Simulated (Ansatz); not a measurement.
Level: r2SCAN, no spin polarisation; 500 eV; 6×6×6 Γ-centred mesh; gaussian occupations (width 0.2849 eV); Ansatz 0.2.0, fixed geometry.

Computed maps in the lattice plane spanned by a (left to right, 5.98 Å, 18 points from zero) and b (bottom to top, 5.98 Å, 18 points from zero), 90° apart, at height 0.000 along c. The fields are smooth PAW ones with compensation charges, not the true ones near nuclei.

Valence density. Digits on a logarithmic scale: 0 up to 0.03 e/Å³, each further digit a factor of 1.6, 9 from 1.3 e/Å³ up:
```
999643210001234699
998543211011234589
765443322122334456
444444333333344444
333344444444444333
122334456665443322
111234568986543211
001234689998643210
000134699999643100
001234689998643210
111234568986543211
122334456665443322
333344444444444333
444444333333344444
765443322122334456
998543211011234589
999643210001234699
999743110001134799
```

ELF. Ten even steps from '0' (0.02) to '9' (0.92):
```
864211100000111246
442123210001232124
221244310002454212
112454321112455421
113554333333444431
012444454445433321
001223543334532110
000013430003431000
000013430003431000
000013430003431000
001123543334532210
012333454445444421
113444433333345531
112455421112345421
221245420001344212
442123210001232124
864211100000111246
984211000000011248
```

Q: The cell is CdGe2Te4. Which atoms lie within 0.2 Å of this plane, and where (fractions of a and b)?

A: Cd at (0.00, 0.00), Ge at (0.50, 0.50). The whole cell:
```
Cd Ge Te
1.0
     0.00000    5.98219    0.00000
     5.98219    0.00000    0.00000
     2.99109    2.99109   -5.97785
Cd Ge Te
1 2 4
Cartesian
  0.0000 0.0000 0.0000
  2.9911 2.9911 0.0000
  2.9911 5.9822 -2.9889
  4.5465 4.4268 -4.4236
  1.4357 4.4268 -1.5542
  7.4179 7.5376 -4.4236
  4.5465 1.5554 -1.5542
```

Origin: a known structure type with other elements, at an estimated volume, so it need not be a known compound. Caveats: atoms or cell far from equilibrium; wide smearing.
